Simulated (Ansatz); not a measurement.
## BaAu₂ squeezed and stretched

A database entry relaxed whole under r2SCAN (P6/mmm):

```xyz
3
Lattice="4.8422 0.0000 0.0000 -2.4211 4.1934 0.0000 0.0000 0.0000 4.1852" Properties=species:S:1:pos:R:3 pbc="T T T"
Ba    0.0000    0.0000    0.0000
Au    0.0000    2.7956    2.0926
Au    2.4211    1.3978    2.0926
```

The cell was scaled uniformly, its shape held, and the atoms relaxed at each volume with plane-wave PAW DFT (Ansatz 0.2.0; r2SCAN, 500 eV, 8×8×8 Γ-centred mesh, fermi-dirac occupations of width 0.100 eV; no spin, no spin-orbit coupling). One row is withheld.

| volume (Å³/atom) | energy over the lowest (meV/atom) | pressure (GPa) |
| --- | --- | --- |
| 26.627 | 20.4 | 4.05 |
| 27.194 | ? | ? |
| 27.760 | 2.2 | 1.20 |
| 28.327 | 0.0 | 0.02 |
| 28.894 | 1.8 | -1.03 |
| 29.460 | 7.1 | -1.96 |
| 30.027 | 15.5 | -2.78 |

Question: Fit the pressures of the other rows to the third-order Birch-Murnaghan form.

Answer: With f = [(V₀/V)^(2/3) − 1]/2 and P = 3B₀f(1 + 2f)^(5/2)[1 + 3(B₀′ − 4)f/2], least squares gives V₀ = 28.34 Å³ an atom, B₀ = 55.6 GPa and B₀′ = 5.1; the rows miss the fit by less than 0.01 GPa. The slope of the energies differs from these pressures by less than 0.05 GPa.

Question: What does the withheld row hold?

Answer: The fit gives 2.54 GPa at 27.194 Å³; the run gave 2.54 GPa and 8.8 meV an atom.

Caveats: the shape of the cell was held, so B₀ is an upper bound where the axes differ in stiffness; 0 K, fixed nuclei; the symmetry was kept, and this need not be the phase that is stable at 0 K; one mesh for all volumes; pressure is positive in compression.
